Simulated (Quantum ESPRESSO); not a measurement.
## Mo3WS7Se (finding a planted mistake in a log)

Simulated, not a measurement. The program is pw.x of Quantum ESPRESSO 7.5 (plane-wave density functional theory). The cell is made up: 12 atoms on a layered 2H lattice, with randomly drawn elements, strain and displacements, not relaxed. PseudoDojo standard norm-conserving files (v0.5 for PBE, v0.4.1 for LDA and PBEsol) set the functional; there is no spin polarisation, spin-orbit coupling or dispersion term, and the masses in the input are unused placeholders.

Intended input:

```
&control calculation='scf', pseudo_dir='./dojo.nc.sr.pbe.v0_5.standard.upf', outdir='./o', disk_io='low', tprnfor=.true., tstress=.true. /
&system ibrav=0, nat=12, ntyp=4, nbnd=63, ecutwfc=85.99341389, nosym=.true., tot_charge=0,
 occupations='smearing', smearing='fd', degauss=0.0018374661
/
&electrons conv_thr=7.350e-09, electron_maxstep=60, /
ATOMIC_SPECIES
Mo 1.0 Mo.upf
S 1.0 S.upf
Se 1.0 Se.upf
W 1.0 W.upf
CELL_PARAMETERS angstrom
3.2297 0.0 0.0
0.0 5.594 0.0
0.0 0.0 12.8152
ATOMIC_POSITIONS angstrom
Mo 0.0163 1.8856 3.2153
W 1.6051 0.9341 9.6355
Mo 1.6169 4.6571 3.1289
Mo 0.0037 3.7219 9.6877
S 0.0192 1.9492 8.0496
S 0.0304 1.8805 11.1982
S 1.5283 0.918 1.6396
S 1.6379 0.9428 4.8551
Se 1.6127 4.6906 8.0022
S 1.6306 4.7079 11.2455
S 0.0017 3.731 1.5966
S -0.0387 3.728 4.78
K_POINTS automatic
7 4 2 1 1 1
```

The log is shortened where brackets say so; the opening notice, blank lines, dates and the lines on written files are dropped, and the path of the files is cut. It prints rydbergs, bohrs and kilobars, and counts compression as positive stress. Where no state is partly filled, the Fermi energy that it prints is only some level between the filled and the empty states on the mesh, and need not lie in the true gap.

Log of the intended run:

```
     Program PWSCF v.7.5
     Parallel version (MPI & OpenMP), running on       4 processor cores
     Number of MPI processes:                 4
     Threads/MPI process:                     1
     [start-up lines left out]
     bravais-lattice index     =            0
     lattice parameter (alat)  =       6.1032  a.u.
     unit-cell volume          =    1562.4518 (a.u.)^3
     number of atoms/cell      =           12
     number of atomic types    =            4
     number of electrons       =       114.00
     number of Kohn-Sham states=           63
     kinetic-energy cutoff     =      85.9934  Ry
     charge density cutoff     =     343.9737  Ry
     scf convergence threshold =      7.3E-09
     mixing beta               =       0.7000
     number of iterations used =            8  plain     mixing
     Exchange-correlation= PBE
                           (   1   4   3   4   0   0   0)
     [axes and pseudopotential details left out]
   Cartesian axes
     site n.     atom                  positions (alat units)
         1        Mo     tau(   1) = (   0.0050469   0.5838313   0.9955414  )
         2        W      tau(   2) = (   0.4969811   0.2892219   2.9834040  )
         3        Mo     tau(   3) = (   0.5006347   1.4419606   0.9687897  )
         4        Mo     tau(   4) = (   0.0011456   1.1523981   2.9995665  )
         5        S      tau(   5) = (   0.0059448   0.6035235   2.4923677  )
         6        S      tau(   6) = (   0.0094126   0.5822522   3.4672570  )
         7        S      tau(   7) = (   0.4732018   0.2842369   0.5076633  )
         8        S      tau(   8) = (   0.5071369   0.2919157   1.5032666  )
         9        Se     tau(   9) = (   0.4993343   1.4523330   2.4776914  )
        10        S      tau(  10) = (   0.5048766   1.4576896   3.4819023  )
        11        S      tau(  11) = (   0.0005264   1.1552157   0.4943493  )
        12        S      tau(  12) = (  -0.0119825   1.1542868   1.4800136  )
     number of k points=    28  Fermi-Dirac smearing, width (Ry)=  0.0018
                       cart. coord. in units 2pi/alat
        k(    1) = (   0.0714286   0.0721688   0.0630053), wk =   0.0714286
        k(    2) = (   0.0714286   0.0721688  -0.0630053), wk =   0.0714286
     [further k points left out]
     Dense  grid:   168081 G-vectors     FFT dimensions: (  40,  64, 144)
     Estimated max dynamical RAM per process >     442.38 MB
     Estimated total dynamical RAM >       1.61 GB
     Initial potential from superposition of free atoms
     starting charge     113.9949, renormalised to     114.0000
     Starting wfcs are   77 randomized atomic wfcs
     total cpu time spent up to now is        5.5 secs
     per-process dynamical memory:   307.0 Mb
     Self-consistent Calculation
     iteration #  1     ecut=    85.99 Ry     beta= 0.70
     Davidson diagonalization with overlap
     ethr =  1.00E-02,  avg # of iterations =  2.0
     total cpu time spent up to now is       14.7 secs
     total energy              =    -969.51361312 Ry
     estimated scf accuracy    <       1.75366420 Ry
     iteration #  2     ecut=    85.99 Ry     beta= 0.70
     Davidson diagonalization with overlap
     ethr =  1.54E-03,  avg # of iterations =  8.4
     total cpu time spent up to now is       30.6 secs
     total energy              =    -966.18412816 Ry
     estimated scf accuracy    <      40.39257462 Ry
     [iterations 3 to 19 left out]
     iteration # 20     ecut=    85.99 Ry     beta= 0.70
     Davidson diagonalization with overlap
     ethr =  1.56E-11,  avg # of iterations =  4.7
     total cpu time spent up to now is      225.2 secs
     total energy              =    -970.60767306 Ry
     estimated scf accuracy    <       0.00000002 Ry
     iteration # 21     ecut=    85.99 Ry     beta= 0.70
     Davidson diagonalization with overlap
     ethr =  1.56E-11,  avg # of iterations =  2.3
     total cpu time spent up to now is      233.3 secs
     End of self-consistent calculation
     [lines on levels left out]
     the Fermi energy is    10.7326 ev
!    total energy              =    -970.60767306 Ry
     estimated scf accuracy    <          3.5E-09 Ry
     smearing contrib. (-TS)   =      -0.00000000 Ry
     internal energy E=F+TS    =    -970.60767306 Ry
     The total energy is F=E-TS. E is the sum of the following terms:
     one-electron contribution =    -559.49119098 Ry
     hartree contribution      =     321.47969080 Ry
     xc contribution           =    -187.28821476 Ry
     ewald contribution        =    -545.30795811 Ry
     convergence has been achieved in  21 iterations
     Forces acting on atoms (cartesian axes, Ry/au):
     atom    1 type  1   force =    -0.03194950   -0.02007616    0.01852327
     atom    2 type  4   force =     0.02394069    0.05013710    0.01342055
     atom    3 type  1   force =    -0.01278642    0.00489542    0.07404408
     atom    4 type  1   force =     0.00297487    0.02267296    0.00477187
     atom    5 type  2   force =    -0.00914604   -0.02880088    0.03047134
     atom    6 type  2   force =    -0.01434290   -0.01722980   -0.00058871
     atom    7 type  2   force =     0.03364758    0.01829926    0.00794834
     atom    8 type  2   force =    -0.00288922   -0.00522096   -0.06744644
     atom    9 type  3   force =     0.00115394   -0.01882785   -0.02652865
     atom   10 type  2   force =    -0.00480639   -0.00828497   -0.02126677
     atom   11 type  2   force =    -0.00019621   -0.00950589    0.01086654
     atom   12 type  2   force =     0.01439960    0.01194176   -0.04421541
     Total force =     0.154357     Total SCF correction =     0.000167
     Computing stress (Cartesian axis) and pressure
          total   stress  (Ry/bohr**3)                   (kbar)     P=      -29.53
  -0.00023833  -0.00002451  -0.00006078          -35.06       -3.61       -8.94
  -0.00002451  -0.00015879   0.00003918           -3.61      -23.36        5.76
  -0.00006078   0.00003918  -0.00020519           -8.94        5.76      -30.18
     init_run     :      5.19s CPU      5.36s WALL (       1 calls)
     electrons    :    226.20s CPU    227.89s WALL (       1 calls)
     forces       :      1.83s CPU      1.85s WALL (       1 calls)
     stress       :      6.14s CPU      6.25s WALL (       1 calls)
     [timing details left out]
     PWSCF        :   3m59.53s CPU   4m 1.56s WALL
     JOB DONE.
```

A second run was made from an input with one planted mistake. Its log:

```
     Program PWSCF v.7.5
     Parallel version (MPI & OpenMP), running on       4 processor cores
     Number of MPI processes:                 4
     Threads/MPI process:                     1
     [start-up lines left out]
     bravais-lattice index     =            0
     lattice parameter (alat)  =       6.1032  a.u.
     unit-cell volume          =    1562.4518 (a.u.)^3
     number of atoms/cell      =           12
     number of atomic types    =            4
     number of electrons       =       114.00
     number of Kohn-Sham states=           63
     kinetic-energy cutoff     =      50.7141  Ry
     charge density cutoff     =     202.8563  Ry
     scf convergence threshold =      7.3E-09
     mixing beta               =       0.7000
     number of iterations used =            8  plain     mixing
     Exchange-correlation= PBE
                           (   1   4   3   4   0   0   0)
     [axes and pseudopotential details left out]
   Cartesian axes
     site n.     atom                  positions (alat units)
         1        Mo     tau(   1) = (   0.0050469   0.5838313   0.9955414  )
         2        W      tau(   2) = (   0.4969811   0.2892219   2.9834040  )
         3        Mo     tau(   3) = (   0.5006347   1.4419606   0.9687897  )
         4        Mo     tau(   4) = (   0.0011456   1.1523981   2.9995665  )
         5        S      tau(   5) = (   0.0059448   0.6035235   2.4923677  )
         6        S      tau(   6) = (   0.0094126   0.5822522   3.4672570  )
         7        S      tau(   7) = (   0.4732018   0.2842369   0.5076633  )
         8        S      tau(   8) = (   0.5071369   0.2919157   1.5032666  )
         9        Se     tau(   9) = (   0.4993343   1.4523330   2.4776914  )
        10        S      tau(  10) = (   0.5048766   1.4576896   3.4819023  )
        11        S      tau(  11) = (   0.0005264   1.1552157   0.4943493  )
        12        S      tau(  12) = (  -0.0119825   1.1542868   1.4800136  )
     number of k points=    28  Fermi-Dirac smearing, width (Ry)=  0.0018
                       cart. coord. in units 2pi/alat
        k(    1) = (   0.0714286   0.0721688   0.0630053), wk =   0.0714286
        k(    2) = (   0.0714286   0.0721688  -0.0630053), wk =   0.0714286
     [further k points left out]
     Dense  grid:    76173 G-vectors     FFT dimensions: (  27,  48, 120)
     Estimated max dynamical RAM per process >     204.62 MB
     Estimated total dynamical RAM >     762.69 MB
     Initial potential from superposition of free atoms
     starting charge     113.9949, renormalised to     114.0000
     Starting wfcs are   77 randomized atomic wfcs
     total cpu time spent up to now is        2.8 secs
     per-process dynamical memory:   148.9 Mb
     Self-consistent Calculation
     iteration #  1     ecut=    50.71 Ry     beta= 0.70
     Davidson diagonalization with overlap
     ethr =  1.00E-02,  avg # of iterations =  2.0
     total cpu time spent up to now is        6.4 secs
     total energy              =    -968.64250763 Ry
     estimated scf accuracy    <       1.82518482 Ry
     iteration #  2     ecut=    50.71 Ry     beta= 0.70
     Davidson diagonalization with overlap
     ethr =  1.60E-03,  avg # of iterations =  8.3
     total cpu time spent up to now is       12.7 secs
     total energy              =    -965.19345549 Ry
     estimated scf accuracy    <      41.31525981 Ry
     [iterations 3 to 22 left out]
     iteration # 23     ecut=    50.71 Ry     beta= 0.70
     Davidson diagonalization with overlap
     ethr =  4.33E-11,  avg # of iterations =  2.0
     total cpu time spent up to now is      100.4 secs
     total energy              =    -969.74112014 Ry
     estimated scf accuracy    <       0.00000001 Ry
     iteration # 24     ecut=    50.71 Ry     beta= 0.70
     Davidson diagonalization with overlap
     ethr =  1.19E-11,  avg # of iterations =  2.6
     total cpu time spent up to now is      103.7 secs
     End of self-consistent calculation
     [lines on levels left out]
     the Fermi energy is    10.7369 ev
!    total energy              =    -969.74112013 Ry
     estimated scf accuracy    <          2.6E-09 Ry
     smearing contrib. (-TS)   =      -0.00000000 Ry
     internal energy E=F+TS    =    -969.74112013 Ry
     The total energy is F=E-TS. E is the sum of the following terms:
     one-electron contribution =    -557.74113151 Ry
     hartree contribution      =     320.24238486 Ry
     xc contribution           =    -186.93441537 Ry
     ewald contribution        =    -545.30795811 Ry
     convergence has been achieved in  24 iterations
     Forces acting on atoms (cartesian axes, Ry/au):
     atom    1 type  1   force =    -0.03191101   -0.02005376    0.01856068
     atom    2 type  4   force =     0.02390792    0.05074767    0.01375800
     atom    3 type  1   force =    -0.01280346    0.00478210    0.07398401
     atom    4 type  1   force =     0.00297713    0.02238396    0.00501862
     atom    5 type  2   force =    -0.00915544   -0.02887076    0.03063194
     atom    6 type  2   force =    -0.01432497   -0.01704148   -0.00059472
     atom    7 type  2   force =     0.03361188    0.01822704    0.00783780
     atom    8 type  2   force =    -0.00289592   -0.00526815   -0.06725387
     atom    9 type  3   force =     0.00120637   -0.01870496   -0.02735511
     atom   10 type  2   force =    -0.00480650   -0.00852268   -0.02128579
     atom   11 type  2   force =    -0.00020078   -0.00954788    0.01073953
     atom   12 type  2   force =     0.01439478    0.01186890   -0.04404109
     Total force =     0.154511     Total SCF correction =     0.000351
     Computing stress (Cartesian axis) and pressure
          total   stress  (Ry/bohr**3)                   (kbar)     P=     -544.52
  -0.00374134  -0.00002451  -0.00006083         -550.37       -3.61       -8.95
  -0.00002451  -0.00365941   0.00003961           -3.61     -538.32        5.83
  -0.00006083   0.00003961  -0.00370390           -8.95        5.83     -544.86
     init_run     :      2.62s CPU      2.70s WALL (       1 calls)
     electrons    :    100.73s CPU    100.90s WALL (       1 calls)
     forces       :      0.82s CPU      0.83s WALL (       1 calls)
     stress       :      2.77s CPU      2.83s WALL (       1 calls)
     [timing details left out]
     PWSCF        :   1m47.03s CPU   1m47.37s WALL
     JOB DONE.
```

Question: what was wrong in the second input?

Answer: the plane-wave cutoff is too low. The input lines that differ, file-writing options aside:

```
- &system ibrav=0, nat=12, ntyp=4, nbnd=63, ecutwfc=85.99341389, nosym=.true., tot_charge=0,
+ &system ibrav=0, nat=12, ntyp=4, nbnd=63, ecutwfc=50.71406460, nosym=.true., tot_charge=0,
```

```
                                            intended run  run with the mistake
                          free energy (eV)    -13205.790            -13194.000
                    smearing term -TS (eV)        0.0000                0.0000
                            pressure (GPa)         -2.95                -54.45
            largest force component (eV/Å)         1.904                 1.902
largest change of a force component (eV/Å)                               0.021
                                iterations            21                    24
```

For scale, a rerun of the intended cell at a cutoff of 1467 eV and k mesh 9 x 6 x 4 moved values by no more than 0.002 eV in energy, 0.02 GPa in stress and 0.003 eV/Å in force.